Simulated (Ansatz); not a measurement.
**Stationary points along a deformation path in Cu**

All numbers below come from Ansatz 0.2.0, DFT PBEsol, scalar-relativistic, plane waves, PAW. The runs took a 420 eV cutoff, a Γ-centred 24×24×8 mesh and Gaussian smearing (0.15 eV). No spin polarisation. Energies are free energies at this smearing, counted from the undisturbed cell; pressure is positive in compression.

The starting cell (relaxed at this level; this form isn't the usual structure):

```
Cu
1.0
     2.51980    0.00000    0.00000
    -1.25990    2.18221    0.00000
     0.00000    0.00000    8.23525
Cu
4
Cartesian
  0.0000 0.0000 0.0000
  0.0000 1.4548 2.0588
  0.0000 0.0000 4.1176
  1.2599 0.7274 6.1764
```

At fixed volume and fractional coordinates, lengths along (0.000, 0.000, 1.000) are scaled against those across it; ρ is that ratio over its starting value. V = 11.321 Å³/atom. Δσ is the stress along the axis less the mean stress across it (compression positive).

```csv
ρ,ΔE (meV/atom),Δσ (GPa),space group
0.850,104.3,24.09,P6_3/mmc
0.920,31.2,14.82,P6_3/mmc
0.960,7.9,8.03,P6_3/mmc
1.000,0.0,0.13,P6_3/mmc
1.100,41.4,-18.79,P6_3/mmc
1.200,156.7,-37.90,P6_3/mmc
```

How does the stress give the slope of the energy, and where is the energy stationary?

Along the path d ln(length) is 2/3 d ln ρ on the axis and −1/3 d ln ρ across it, so dE/d ln ρ = −(2/3) V Δσ: the energy falls with ρ where Δσ is positive. Δσ vanishes or changes sign between ρ = 1.000 and 1.100, a minimum (near 1.00 by linear interpolation). Pairs of stationary points between two samples would go unseen, and could change a minimum read from distant neighbours into a maximum.

Integrate that slope from ρ = 1 to 0.850 by the trapezoid rule.

With V/N in Å³ and 1 eV/Å³ = 160.2 GPa the slopes at ρ = 1.000, 0.960, 0.920, 0.850 are -6, -378, -698, -1135 meV/atom per unit of ln ρ. The steps add 7.8 + 22.9 + 72.5 = 103.3 meV/atom, against 104.3 from the energies; the trapezoid rule misses the curvature of the slope within each step.

In a metal these slopes depend on the k mesh and the smearing.

Cost: 6 runs of about 6.4 core-minutes in all, on Intel Xeon Processor @ 2.50GHz (Skylake/Cascade Lake) (shared hosts).